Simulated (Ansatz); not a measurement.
Y$_{2}$Te$_{3}$ in space group Fddd (No. 70; Y on 16g, Y on 16g, Te on 16e, Te on 32h), r²SCAN in the plane-wave PAW code Ansatz, all energies at zero smearing, with the estimated change up to a 700 eV cutoff added, with one set of potentials and settings (totals compare only within such a set). Cell of 20 atoms (8 Y, 12 Te): -114849.829 eV.

```tsv
element	reference phase	E (eV/atom)
Y	P6_3/mmc, 2 atoms in the cell	-3859.7073
Te	P3_121, 3 atoms in the cell	-6994.8235
```

Formation energy per atom, worked out: (-114849.829 − 8×(-3859.7073) − 12×(-6994.8235))/20 = -1.714 eV/atom (-165 kJ per mol of atoms), at 0 K, without zero-point energy or fitted corrections.

The workflow started from a Materials Project entry (that database holds measured and hypothetical structures alike); the Crystallography Open Database copy checked does not list it. Whether it is the stable phase at ambient conditions was not checked. The cell was relaxed with r²SCAN under the symmetry of its start; its stability against distortions is not shown here. No spin polarisation was allowed. The references are the lowest solids computed at this level, not always the standard phases. Spin–orbit coupling is left out wherever it is not named.

Potentials: the later of the program's two PAW sets.
